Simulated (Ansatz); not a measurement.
## CuAu: frozen-core PAW against all-electron methods

```
Cu Au
1.0
     2.80000    0.00000    0.00000
     0.00000    2.80000    0.00000
     0.00000    0.00000    3.67000
Cu Au
1 1
Direct
  0.50000 0.50000 0.50000
  0.00000 0.00000 0.00000
```

Atom numbers follow the list: Cu1, Au2.

The cell is COD entry 9004223, as deposited and not checked against the literature; nothing was relaxed.

Spin–orbit coupling is left out, though it moves levels of the heavy atoms by tenths of an eV or more.

Levels of theory: DFT, PBEsol, PAW with Ansatz's default frozen-core files, scalar-relativistic (Ansatz 0.2.0); DFT, PBEsol, all-electron LAPW, scalar-relativistic (Ansatz 0.2.0).

For PAW: a Γ-centred 13×13×10 k mesh, Fermi–Dirac smearing of 0.05 eV, cutoff 420 eV, no spin polarisation; the PAW files were made with PBE, and the program remakes their frozen cores for this functional. LAPW targets a basis error of 0.25 meV/atom. The Ansatz runs share mesh, smearing and spin set-up. Plane-wave (PAW) pressures include the program's estimate of the Pulay term.

Stress and pressure are positive in compression.

Levels count from the Fermi level.

PAW results:

```tsv
quantity	PAW
pressure (GPa)	-2.02
stress xx (GPa)	-2.16
stress zz (GPa)	-1.74
highest filled level at X (eV)	-0.149
lowest empty level at X (eV)	9.387
highest filled level at Γ (eV)	-1.457
lowest empty level at Γ (eV)	1.992
highest filled level at A (eV)	-1.625
lowest empty level at A (eV)	5.313
```

(1) What does all-electron LAPW give for the same quantities?

Answers

(1) 
```
                      quantity    LAPW
                pressure (GPa)   -2.02
               stress xx (GPa)   -2.16
               stress zz (GPa)   -1.74
highest filled level at X (eV)  -0.148
  lowest empty level at X (eV)   9.387
highest filled level at Γ (eV)  -1.456
  lowest empty level at Γ (eV)   1.991
highest filled level at A (eV)  -1.624
  lowest empty level at A (eV)   5.316
```
